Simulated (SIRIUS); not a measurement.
SIRIUS run on CsGeI3 (Cm, 5 atoms in the cell; from Materials Project mp-28377, changed as shown): self-consistent single point.

Method: LDA (PW92), PseudoDojo 0.4 standard norm-conserving LDA (tails mended) pseudopotentials (plane waves; SIRIUS).

The change in words: volume scaled by 1.01. Reference geometry (Cm):
```yaml
crystal:
  lattice:
    - [4.35337, -4.22419, 0.00000]
    - [4.35337, 4.22419, 0.00000]
    - [-0.32427, 0.00000, 6.11949]
  atoms:
    - { symbol: Cs, position: [0.91099, 0.91099, 0.58661] }
    - { symbol: Ge, position: [0.37265, 0.37265, 0.13414] }
    - { symbol: I, position: [0.41162, 0.41162, 0.58077] }
    - { symbol: I, position: [0.91993, 0.40881, 0.09324] }
    - { symbol: I, position: [0.40881, 0.91993, 0.09324] }
```

Reference input (self-consistent single point, DFT, LDA (PW92), plane waves, PseudoDojo 0.4 standard norm-conserving LDA (tails mended) pseudopotentials): parameters.ngridk = 2 2 2; parameters.xc_functionals = [XC_LDA_X, XC_LDA_C_PW]; parameters.gk_cutoff = 8.832 1/bohr; parameters.pw_cutoff = 17.664 1/bohr; parameters.smearing = fermi_dirac; parameters.smearing_width = 0.000367493 Ha; potentials = PseudoDojo 0.4 standard norm-conserving LDA (tails mended) pseudopotentials; parameters.electronic_structure_method = pseudopotential; parameters.num_bands = 26; parameters.num_mag_dims = 0; parameters.num_dft_iter = 100; parameters.energy_tol = 1e-07 Ha. This run's input differs from it in these lines:

```diff
@@ -32,7 +32,7 @@
     "lattice_vectors": [
-      [0.7176746203, -0.6963786326, 0.0],
-      [0.7176746203, 0.6963786326, 0.0],
-      [-0.0534567537, 0.0, 1.0088302383]
+      [0.7176745726, -0.6963786093, 0.0],
+      [0.7176745726, 0.6963786093, 0.0],
+      [-0.0534567145, 0.0, 1.0088301494]
     ],
-    "lattice_vectors_scale": 11.462949,
+    "lattice_vectors_scale": 11.50103,
     "atom_coordinate_units": "au",
@@ -46,11 +46,11 @@
       "Cs": [
-        [14.6293655727, -0.0, 6.7836575121]
+        [14.6779649743, -0.0, 6.806192864]
       ],
       "Ge": [
-        [6.0491380986, -0.0, 1.5512177063]
+        [6.0692335593, -0.0, 1.556370861]
       ],
       "I": [
-        [6.416642192, -0.0, 6.7161227618],
-        [10.8739674025, -4.0800423615, 1.0782431708],
-        [10.8739674025, 4.0800423615, 1.0782431708]
+        [6.437958695, 0.0, 6.7384337629],
+        [10.9100910639, -4.0935965108, 1.0818251012],
+        [10.9100910639, 4.0935965108, 1.0818251012]
       ]
```

Log, with long lists cut:

```
[find] density tolerance         : 1e-06
[find] total energy tolerance    : 1e-07
[find] iter_solver_tol (initial) : 0.01
[find] iter_solver_tol (target)  : 1e-13
[find] num_dft_iter              : 100
Charges and magnetic moments
--------------------------------------------------------------------------------
total charge          : 44.000000
[find] | SCF iteration   0 out of 100|
[diagonalize] iterative solver tolerance (occupied, empty): 0.01 0.01
[diagonalize] average number of iterations: 2
[find] Charges and magnetic moments
[find] total charge          : 44.000000
[find] Energy
[find] smearing (-TS)                 :       0.00000000
   [... lines left out ...]

[find] Charges and magnetic moments
[find] total charge          : 44.000000
[find] Energy
[find] smearing (-TS)                 :      -0.00000000
[find] Total energy                   :    -151.84362970 (Ha),    -303.68725940 (Ry)
[find] Free energy (E-TS)             :    -151.84362970 (Ha),    -303.68725940 (Ry)
[find] band gap (eV)                  :       0.98936407
[find] Efermi                         :       0.12610594
[find] iteration : 12, RMS (target) : 3.1627e-07 (1.0000e-06) , energy difference (target) : 1.4211e-12 (1.0000e-07)
[find] bands are converged : true
[find] iterative solver converged : true
[find] converged after 13 SCF iterations!
[find] Charges and magnetic moments
[find] total charge          : 44.000000
[find] Energy
[find] smearing (-TS)                 :      -0.00000000
[find] Total energy                   :    -151.84362970 (Ha),    -303.68725940 (Ry)
[find] Free energy (E-TS)             :    -151.84362970 (Ha),    -303.68725940 (Ry)
[find] band gap (eV)                  :       0.98936407
[find] Efermi                         :       0.12610594
[ground_state] === stress tensor components [kbar] ===
[ground_state] === stress_total ===
[ground_state]     5.853550    0.000000    1.679742
[ground_state]     0.000000    8.306974    0.000000
[ground_state]     1.679742    0.000000    9.038181
[ground_state] ==== total Forces in Ha/bohr =====
[ground_state] atom:    0, force:      -0.0000254      0.0000000     -0.0000132
[ground_state] atom:    1, force:      -0.0130732      0.0000000      0.0083904
[ground_state] atom:    2, force:       0.0020389      0.0000000     -0.0051991
[ground_state] atom:    3, force:       0.0055279     -0.0033474     -0.0015902
[ground_state] atom:    4, force:       0.0055279      0.0033474     -0.0015902
```

The run converged in 13 iterations. SIRIUS prints the stress tensor with tension positive. Against the reference run the free energy goes up by 1.9 meV/atom, the pressure goes from -0.61 to -0.77 GPa, the largest force goes from 0.758 to 0.799 eV/Å and the gap on the mesh goes from 0.958 to 0.989 eV.

Spin-orbit coupling is left out, which matters for bands and gaps with elements this heavy. The structure comes from a collection of computed structures, made at another level of theory; the collection holds predicted forms beside known ones.

Cost on one core: about 90 core-seconds (a rough figure).

The gap that the log prints is read on the run's mesh, which can miss the band edges or a crossing.

“Tails mended”: in these copies of the files the far tail of each local potential was reset to the Coulomb form.
